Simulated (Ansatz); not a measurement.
Input:

HgTe (zinc blende)

```cif
data_HgTe
_chemical_formula_sum 'Te1 Hg1'
_space_group_name_H-M_alt 'P 1'
_space_group_IT_number 1
_cell_length_a 4.70272
_cell_length_b 4.70272
_cell_length_c 4.70272
_cell_angle_alpha 60.000
_cell_angle_beta 60.000
_cell_angle_gamma 60.000
loop_
_space_group_symop_operation_xyz
  'x, y, z'
loop_
_atom_site_label
_atom_site_type_symbol
_atom_site_fract_x
_atom_site_fract_y
_atom_site_fract_z
_atom_site_occupancy
Te1 Te 0.75000 0.75000 0.75000 1
Hg1 Hg 0.00000 0.00000 0.00000 1
```

Equation-of-state scan: isotropic scaling of the cell above, V₀ being its volume. Symmetry pins the atoms to their sites.

Method: PBE (plane waves to 420 eV, PAW, scalar-relativistic; Ansatz, an electronic-structure program). k mesh 12×12×12 (Γ-centred), Fermi-Dirac smearing 0.05 eV. E stands for the smeared free energy. Stress and pressure are positive under compression. At this level the bands of HgTe touch or barely overlap. HgTe was relaxed with its symmetry unable to fall. Spin-orbit coupling is left out, though Hg and Te are heavy. The relaxed volume of HgTe is well above the measured one; the method has no dispersion term. The zero of ΔE is the relaxed starting cell.

The scan covers V/V₀ from 0.900 to 1.100 in 11 points.

Problem. What bulk modulus B₀ follows from a third-order Birch-Murnaghan fit?

Solution. 34.2 GPa.

Problem. What is the fitted pressure derivative B₀′?

Solution. 5.2.

(A scan under strain: stresses follow from slopes of the energy per volume, elastic moduli from its curvatures.)
